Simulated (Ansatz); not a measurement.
SrTl2Pd in space group Cmcm (No. 63; Tl on 8f, Pd on 4c, Sr on 4c), plane-wave PAW PBE (Ansatz code), all energies at zero smearing, with the estimated change up to a 700 eV cutoff added, with one set of potentials and settings (totals compare only within such a set). Cell of 8 atoms (4 Tl, 2 Pd, 2 Sr): -66814.182 eV.

| element | reference phase | E (eV/atom) |
|---|---|---|
| Tl | P6_3/mmc, 2 atoms in the cell | -11444.1498 |
| Pd | Fm-3m, 1 atoms in the cell | -6972.8544 |
| Sr | C2/m, 3 atoms in the cell | -3544.2201 |

Formation energy per atom, worked out: (-66814.182 − 4×(-11444.1498) − 2×(-6972.8544) − 2×(-3544.2201))/8 = -0.429 eV/atom (-41 kJ per mol of atoms), at 0 K, without zero-point energy or fitted corrections.

The workflow started from an entry of the Crystallography Open Database (COD, 273 K). Whether it is the stable phase at ambient conditions was not checked. The cell was relaxed with PBE under the symmetry of its start; its stability against distortions is not shown here. The run is not spin-polarised. The references are the lowest solids computed at this level, not always the standard phases. Scalar-relativistic: spin–orbit coupling is off unless named, which matters more the heavier the elements.

Potentials: the later of the program's two PAW sets.
